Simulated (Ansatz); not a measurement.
# Clamped-ion strain scan in CaPb

The calculation used DFT LDA, scalar-relativistic, plane waves, PAW in Ansatz 0.2.0. Cutoff 420 eV, Γ-centred 14×14×10 k-points, Gaussian smearing of 0.15 eV. Spin–orbit coupling is left out, which can shift energies with elements as heavy as these. No spin polarisation. Energies are free energies at this smearing, counted from the undisturbed cell; pressure is positive in compression.

Reference structure (as given, not relaxed at this level; it stands at -2.8 GPa, and it needn't be the usual structure):

```
Ca Pb
1.0
     3.56664    0.00000    0.00000
     0.00000    3.56664    0.00000
     0.00000    0.00000    4.62751
Ca Pb
1 1
Direct
  0.00000 0.00000 0.00000
  0.50000 0.50000 0.50000
```

The cell is strained by ε times the Voigt pattern (1, 0, 0, 0, 0, 0) (xx, yy, zz, yz, xz, xy; engineering shear) with fractional coordinates fixed. The cell is metallic on the mesh throughout.

| ε | ΔE (meV/atom) | stress summed along the pattern (GPa, tension positive) | pressure (GPa) |
| --- | --- | --- | --- |
| -0.1500 | 124.6 | -15.52 | 4.9 |
| -0.0750 | 2.8 | -3.63 | 0.0 |
| 0.0000 | 0.0 | 2.52 | -2.8 |
| 0.0375 | 24.5 | 4.55 | -3.8 |
| 0.1125 | 107.1 | 6.92 | -5.1 |
| 0.1500 | 156.1 | 7.29 | -5.5 |